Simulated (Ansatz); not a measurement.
CaSi2 in space group R-3m (No. 166; Ca on 6c, Si on 6c, Si on 6c), plane-wave PAW LDA (Ansatz code), all energies at zero smearing, with the estimated change up to a 700 eV cutoff added, with one set of potentials and settings (totals compare only within such a set). Cell of 6 atoms (2 Ca, 4 Si): -5982.546 eV.

| element | reference phase | E (eV/atom) |
|---|---|---|
| Ca | Fm-3m, 1 atoms in the cell | -1772.6031 |
| Si | Fd-3m, 2 atoms in the cell | -608.6481 |

Formation energy per atom, worked out: (-5982.546 − 2×(-1772.6031) − 4×(-608.6481))/6 = -0.458 eV/atom (-44 kJ per mol of atoms), at 0 K, without zero-point energy or fitted corrections.

The first step of the workflow began from a Materials Project structure, measured or hypothetical; the Crystallography Open Database copy checked does not list it. COD files the formula under space group No. 164, so this cell is another polymorph or a model. Whether it is the stable phase at ambient conditions was not checked. The cell was relaxed with LDA under the symmetry of its start; of distortions, only those at the zone centre were tested. The references are the lowest solids computed at this level, not always the standard phases.

Potentials: the later of the program's two PAW sets.
